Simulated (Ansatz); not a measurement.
## Structure optimisation: chromium, hcp

The calculation used Ansatz 0.2.0, DFT, PBEsol, plane waves (420 eV) with PAW, scalar-relativistic. The PAW files were generated under PBE, with cores re-solved for the functional.

k-point mesh 14×14×8, Fermi-Dirac smearing 0.05 eV, starting moments 1.50, -1.50 μB. Cell and atoms relax.

Starting structure:

```yaml
crystal:
  lattice:
    - [2.569259227, 0.0, 0.0]
    - [-1.2846296135, 2.2250437595, 0.0]
    - [0.0, 0.0, 4.1956003177]
  atoms:
    - { symbol: Cr, position: [0.3333333333, 0.6666666667, 0.25], spin: 1.5 }
    - { symbol: Cr, position: [0.6666666667, 0.3333333333, 0.75], spin: -1.5 }
hamiltonian:
  xc: pbesol
  pseudopotentials:
    kind: paw
    azcp:
      Cr: "pseudopotentials/Cr.paw.azcp"
basis:
  ecutwfc: 420
  fft_grid_basis: typed
kpoints:
  mp_grid: { grid: [14, 14, 8], shift: [0, 0, 0] }
magnetization:
  spin_polarized: true
scf:
  occupations: { method: fermi_dirac, width: 0.05 }
relax:
  max_steps: 60
  f_tol: 0.01
  cell: {}
```

**Question.** What cell does the relaxation end in?

**Answer.** P6_3/mmc with a = 2.457 Å, c = 4.394 Å (c/a = 1.789); 11.49 Å³ per atom against 11.99 at the start (-4.2 %).

**Question.** How much energy does the relaxation gain?

**Answer.** 62.4 meV per atom.

**Question.** Which magnetic state does it end in?

**Answer.** non-magnetic.
